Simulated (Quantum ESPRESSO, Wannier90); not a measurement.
## Wannierisation of Mg₂Sn (Fm-3m)

```xyz
3
Lattice="0.0000 3.3802 3.3802 3.3802 0.0000 3.3802 3.3802 3.3802 0.0000" Properties=species:S:1:pos:R:3 pbc="T T T"
Mg     1.6901     1.6901     1.6901
Mg    -1.6901    -1.6901    -1.6901
Sn     0.0000     0.0000     0.0000
```

Materials Project entry mp-2343; symmetrised, unrelaxed at this level. COD (Crystallography Open Database) has the formula in 2 space groups, this one among them (matched by group alone). Method: PBEsol plane waves in Quantum ESPRESSO 7.5 (PseudoDojo norm-conserving files, 68 Ry, spinors with spin-orbit coupling), Bloch states on a 6×6×6 mesh through Γ, Wannier90 4.0.1. Density: 12×12×12 mesh, cold smearing 0.01 Ry.

A tight-binding model is made by disentanglement and projection with no localisation steps (num_iter = 0), so the 24 orbitals stay atom-like: hydrogen-like Mg: s;p; Sn: s;p, axes along x, y, z; frozen window up to 1.50 eV relative to the Fermi level. It follows pw.x to 13 meV rms for states up to 1.0 eV relative to the Fermi level. Matrix elements depend on this choice of orbitals and windows.

**Question.** What are the on-site energies relative to the Fermi level, and how fast do the hoppings decay?

**Answer.** 
```csv
atom,orbitals,energy (eV)
Mg1,s↑ s↓,0.56
Mg1,pz↑ pz↓ px↑ px↓ py↑ py↓,4.36
Mg2,s↑ s↓,0.56
Mg2,pz↑ pz↓ px↑ px↓ py↑ py↓,4.36
Sn3,s↑ s↓,-4.85
Sn3,pz↑ pz↓ px↑ px↓ py↑ py↓,2.30
```

| distance of the centres (Å) | largest modulus (eV) |
|---|---|
| 2–3 | 0.97 |
| 3–4 | 1.7 |
| 4–5 | 0.23 |
| 5–6 | 0.21 |
| 6–7 | 0.29 |
| 7–8 | 0.046 |
| 8–9 | 0.029 |
| 9–10 | 0.013 |
| 10–11 | 0.030 |
